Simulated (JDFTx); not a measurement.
Al(111) slab cut from bulk Al (space group Fm-3m, indices of the conventional cell, lattice of the Materials Project entry mp-134, not re-optimised): 4 atoms in 4 planes, a 1x1 cell of 7.06 Å² (|a| = 2.856, |b| = 2.856 Å), 7.0 Å between the outermost planes, cell height 31.0 Å, 8×8×1 k mesh, Fermi smearing 0.01 Ha, no spin polarisation.

Method: PBE, GBRV ultrasoft potentials, plane waves to 20/100 Ha, in a modified build of JDFTx. Unrelaxed slab in water; the salt concentration and the model vary. Capacitances repeat to about ±0.2 μF/cm². U vs SHE = −μ/e − 4.44 V throughout (conventional absolute potential of the hydrogen electrode). Both faces are the same ideal termination; reconstructions, overlayers and chemisorbed solvent are outside this model. Convergence in thickness and k mesh wasn't tested for this slab.

```tsv
liquid	screening length (Å)	U_pzc (V)	mean C 0.3 V below (μF/cm²)	mean C 0.3 V above (μF/cm²)
linear PCM (GLSSA13), 0.1 M KF	9.6	-0.62	14.0	…
linear PCM (GLSSA13), 0.3 M KF	5.5	-0.62	15.0	17.1
linear PCM (GLSSA13), 1 M KF	3.0	-0.62	16.4	…
linear PCM (GLSSA13), 3 M KF	1.8	-0.62	16.9	19.0
nonlinear PCM (GLSSA13), 1 M KF	3.0	-0.73	19.9	19.9
```

Complete the blanks.


- linear PCM (GLSSA13), 0.1 M KF, mean C 0.3 V above (μF/cm²): 15.3
- linear PCM (GLSSA13), 1 M KF, mean C 0.3 V above (μF/cm²): 18.3
